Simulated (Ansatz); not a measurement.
The start is a relaxed GaN cell with every coordinate shifted by Gaussian noise of σ = 0.1 Å. A full variable-cell relaxation at zero pressure is run with PBEsol (plane waves to 420 eV, PAW, scalar-relativistic; Ansatz, a program for electronic structure). The first steps use a coarse 9×9×9 k-mesh.

Initial structure:
```
CELL_PARAMETERS angstrom
      0.00000     2.24904     2.24904
      2.24904     0.00000     2.24904
      2.24904     2.24904     0.00000
ATOMIC_POSITIONS crystal
  N  0.72921 0.79159 0.77074
  Ga 0.97874 0.06763 0.99913
```

Task: Does it find its way back to the structure it was made from?

Result: It relaxes back to the parent, F-43m (No. 216).

Task: How do the shortest distances between atoms change?

Result: The closest pairs of elements (up to four, under 3.6 Å), start → end: Ga–N 1.88 → 1.95 Å; N–N 3.18 → 3.18 Å; Ga–Ga 3.18 → 3.18 Å.

Task: Is the relaxed structure metallic? Give its gap.

Result: 1.70 eV, direct at Γ (no spin-orbit coupling).

The end point of the relaxation:

```cif
data_Ga4N4
_chemical_formula_sum 'N4 Ga4'
_space_group_name_H-M_alt 'F-43m'
_space_group_IT_number 216
_space_group_name_Hall 'F -4 2 3'
_cell_length_a 4.49805
_cell_length_b 4.49805
_cell_length_c 4.49805
_cell_angle_alpha 90.000
_cell_angle_beta 90.000
_cell_angle_gamma 90.000
loop_
_atom_site_label
_atom_site_type_symbol
_atom_site_symmetry_multiplicity
_atom_site_Wyckoff_symbol
_atom_site_fract_x
_atom_site_fract_y
_atom_site_fract_z
_atom_site_occupancy
N1 N 4 d 0.75000 0.75000 0.75000 1
Ga1 Ga 4 b 0.50000 0.50000 0.50000 1
```
(The calculation used a cell of 2 atoms; values per cell refer to that cell.)

Final values are on a 13×13×13 k-mesh of the relaxed cell. No spin polarisation in the result.
